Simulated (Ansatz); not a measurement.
**Is this Cd3SeS2 structure a true minimum?**

It was reached by relaxing an invented guess, and it needn't be the stable form of this composition.

All numbers below come from DFT PBE, scalar-relativistic, plane waves, PAW in Ansatz 0.2.0. Plane waves to 420 eV, a k mesh through Γ of 10×10×10 on the computed 6-atom cell and Gaussian smearing (0.02 eV); no spin polarisation.

The cell below (6 atoms, space group I-4m2 (No. 119)) is relaxed within its symmetry.

```cif
data_structure
_symmetry_space_group_name_H-M 'P 1'
_symmetry_Int_Tables_number 1
_cell_length_a 9.5046
_cell_length_b 9.5046
_cell_length_c 9.5046
_cell_angle_alpha 154.130
_cell_angle_beta 154.130
_cell_angle_gamma 36.911
_cell_volume 163.24
loop_
_atom_site_label
_atom_site_type_symbol
_atom_site_fract_x
_atom_site_fract_y
_atom_site_fract_z
_atom_site_occupancy
Cd1 Cd 0.83888 0.83888 0.00000 1
Cd2 Cd 0.50000 0.50000 0.00000 1
Cd3 Cd 0.16112 0.16112 0.00000 1
Se1 Se 0.25000 0.75000 0.50000 1
S1 S 0.58045 0.08045 0.50000 1
S2 S 0.91955 0.41955 0.50000 1
```

For the test a repeat of it with 12 atoms (edges 4.26, 8.51, 9.50 Å) was strained at random (σ = 1.5 % a component), the atoms were moved at random (σ = 0.15 Å), and all was relaxed again on a coarse 4×2×4 mesh (in the run’s order of axes) with 0.10 eV smearing, with no symmetry imposed.

Question: Is the structure stable against such a distortion?

Answer: It returns, within 1 meV/atom of the unmoved cell on that mesh and with the same symmetry when read at 0.1 Å (Cc at 0.01 Å, so small strains and shifts remain). No instability shows in this cell; modes of other wave vectors, which need another repeat, aren't tested.
